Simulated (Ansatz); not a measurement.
Input:

Nb:
```yaml
crystal:
  lattice:
    - [-1.65118, 1.65118, 1.65118]
    - [1.65118, -1.65118, 1.65118]
    - [1.65118, 1.65118, -1.65118]
  atoms:
    - { symbol: Nb, position: [0.00000, 0.00000, 0.00000] }
```

This is the r²SCAN-relaxed structure.

### Question
All from r²SCAN (plane waves, PAW; program Ansatz), unless another level is named. Predict the density of states at the Fermi level.

### Answer
1.4 states/eV per atom (mean over ±0.08 eV).

### Question
Predict the gap with spin–orbit coupling.

### Answer
none (metallic).

Space group Im-3m (bcc (W type)). Symmetry was held in the r²SCAN relaxation. No spin polarisation was allowed. Scalar-relativistic: spin–orbit coupling is off unless named, which matters more the heavier the elements.

Potentials: the earlier of the program's two PAW sets.
